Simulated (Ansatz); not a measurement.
SiGe:
```xyz
4
Lattice="3.9007 0.0000 0.0000 -1.9504 3.3781 0.0000 0.0000 0.0000 6.4422" Properties=species:S:1:pos:R:3 pbc="T T T"
Si     1.9504     1.1260     5.6341
Si     0.0000     2.2521     2.4130
Ge     1.9504     1.1260     3.2240
Ge     0.0000     2.2521     0.0029
```

DFT-PBEsol in the program Ansatz with PAW potentials gives a gap of 0.35 eV without spin–orbit coupling, maximum at Γ, minimum at M.

What happens when spin–orbit coupling is switched on?

The gap decreases by 0.07 eV, to 0.28 eV; maximum at Γ, minimum at M.

Give the electron effective mass with spin–orbit coupling.

0.11, 1.2, 1.2 mₑ (principal values).

Give the hole effective mass with spin–orbit coupling.

0.12, 0.12, 0.51 mₑ (principal values).

Space group P6_3mc (wurtzite). The first step of the workflow began from a Materials Project structure, measured or hypothetical; the Crystallography Open Database copy checked does not list it. Its standing as an ambient phase is unchecked. Symmetry was held in the PBEsol relaxation; of distortions, only those at the zone centre were tested.

Potentials: the earlier of the program's two PAW sets.
